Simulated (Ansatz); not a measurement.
A plane-wave DFT run in Ansatz 0.2.0 (scalar-relativistic PAW potentials unless the input names others): input and command.

```yaml
crystal:
  lattice:
    - [0.0, 3.3906578603, 3.6812537744]
    - [3.3505613799, 0.0, 3.6812537744]
    - [3.3505613799, 3.3906578603, 0.0]
  atoms:
    - { symbol: Bi, position: [0.247559268, 0.752440732, 0.752440732] }
    - { symbol: Bi, position: [0.752440732, 0.247559268, 0.247559268] }
    - { symbol: O, position: [0.8030018592, 0.8030018592, 0.1969981408] }
    - { symbol: O, position: [0.1969981408, 0.1969981408, 0.8030018592] }
basis:
  ecutwfc: 420
kpoints:
  mp_grid: { grid: [12, 12, 12] }
hamiltonian:
  xc: pbe
scf:
  occupations: { method: methfessel_paxton, width: 1.0 }
  max_iter: 100
output:
  forces: true
  eigenvalues: true
  stress: true
```

```bash
ansatz run input.yaml --threads 1 --pin off --max-ram 2560MiB --backend cpu --events-out ev --progress --plain --runs-dir out
```

Abridged log:
```
band count auto-derived: 30 (N_el = 42.0; filled up to band 21; 26 by the electrons, moments and atoms)
Pseudopotentials: kind: paw
Pseudopotential: Bi, paw, valence charge 15, recommended cutoff 420 eV (normal)
Pseudopotential: O, paw, valence charge 6, recommended cutoff 420 eV (normal)
Functional definition: PBE
Crystal: 4 atoms, lattice volume = 83.643 Å³
Basis set: ecut = 420 eV, 1621 PW (Γ), exchange–correlation on 72×72×64 points (8 copies of the dense FFT grid, shifted against one another)
Bands: 30, of which v1, the nominal top of the filled ones, is band 21 counted from 1 (20 counted from 0)
Symmetry: 8 space group operations
Space group: Fmmm (ITA 69), of the structure as read, at distance tolerance 4.4e-5 Å
k-points: 280 of 1728
Initial density: superposition of atomic densities (neutral atoms: chi_scale 0, normalization atom), corrected by the library's trained network
Initial wavefunctions: pseudopotential atomic-orbital guess
Functional: x = pbe(κ = 0.804, μ = 0.21951497), c = pbe(β = 0.06672455)
SCF iter   1: F=—  HF=-25925.833228 eV  |F-HF|=—  |Δ(HF+E_count)|=         —  Δρ=2.31e-3  dr2=4.03e-3  ethr=1.77e-3  ⟨swp⟩=7.4  Hψ=39907  notcnv=0
SCF iter   2: F=—  HF=-25925.833149 eV  |F-HF|=—  |Δ(HF+E_count)|=   7.94e-5  S|Δr|=    0.00e0  Δρ=1.24e-3  dr2=1.10e-3  ethr=9.60e-6  ⟨swp⟩=2.1  Hψ=16364  notcnv=0
SCF iter   3: F=—  HF=-25925.833492 eV  |F-HF|=—  |Δ(HF+E_count)|=   3.43e-4  S|Δr|=    0.00e0  Δρ=6.21e-4  dr2=4.92e-4  ethr=2.63e-6  ⟨swp⟩=1.1  Hψ=8745  notcnv=0
SCF iter   4: F=—  HF=-25925.833555 eV  |F-HF|=—  |Δ(HF+E_count)|=   6.25e-5  S|Δr|=    0.00e0  Δρ=2.24e-4  dr2=5.56e-5  ethr=1.17e-6  ⟨swp⟩=2.0  Hψ=9939  notcnv=0
SCF iter   5: F=—  HF=-25925.833576 eV  |F-HF|=—  |Δ(HF+E_count)|=   2.12e-5  S|Δr|=    0.00e0  Δρ=8.90e-5  dr2=8.57e-6  ethr=1.32e-7  ⟨swp⟩=2.1  Hψ=11374  notcnv=0
SCF iter   6: F=—  HF=-25925.833585 eV  |F-HF|=—  |Δ(HF+E_count)|=   8.82e-6  S|Δr|=    0.00e0  Δρ=2.26e-5  dr2=5.86e-7  ethr=2.04e-8  ⟨swp⟩=2.0  Hψ=11134  notcnv=0
SCF iter   7: F=-25925.833585 eV  HF=-25925.833585 eV  |F-HF|=1.46e-8  |Δ(HF+E_count)|=   6.37e-7  S|Δr|=    0.00e0  Δρ=5.81e-6  dr2=4.29e-8  ethr=2.38e-10  ⟨swp⟩=6.8  Hψ=42892  notcnv=0
SCF 1 converged in 7 iterations: F = -25925.833585 eV  dr2 = 4.29e-8
SCF converged after 7 iterations
Stability not checked: this state was not tested for a lower state beside it, because cold or Methfessel-Paxton smearing, or corrected tetrahedra, fill the levels in a way that the test cannot read (fill_not_monotonic; see scf.lower_state_search)
Free energy (F): -25925.833585 eV
Harris-Foulkes:  -25925.833585 eV  (|F-HF|=1.46e-8)
Internal energy: -25925.904391 eV  (E = F + TS)
E sigma→0 (E₀):  -25925.851287 eV
Entropy (-TS):   0.070806 eV (17.702 meV/atom)
Fermi energy:    9.608710 eV
--- Forces (eV/Å), atoms counted from 1 ---
  atom   1  Bi     0.01400589     0.00000000     0.00000000
  atom   2  Bi    -0.01400589     0.00000000     0.00000000
  atom   3  O      0.00000000     0.00000000    -0.00225861
  atom   4  O      0.00000000     0.00000000     0.00225861
--- Stress (GPa, compression-positive) ---
        0.277291       0.000000       0.000000
        0.000000      -0.203000       0.000000
        0.000000       0.000000      -0.328013
  P = ⅓ Tr σ = -0.0846 GPa (-0.846 kbar)
```

Q: Find the fault.

A: The fault is a smearing of electronvolts (scf.occupations: {"method": "gaussian", "width": 0.1} → {"method": "methfessel_paxton", "width": 1.0}, the first being the value of the sound run). Setting it back cures it. The run converged all the same, with an energy at zero smearing 2.04 meV/atom above the reference's, pressure -0.08 GPa, largest force 0.014 eV/Å, no gap on the mesh, so convergence alone doesn't show that an input is right. A reference run on usual settings, whose relaxation ended at this geometry, converged, and the end of its own relaxation has pressure 0.01 GPa, largest force 0.001 eV/Å, no gap on the mesh.

It took 44 s on 1 thread of Intel(R) Xeon(R) Platinum 8259CL CPU @ 2.50GHz (Skylake/Cascade Lake), on a shared host, peak memory 0.77 GiB.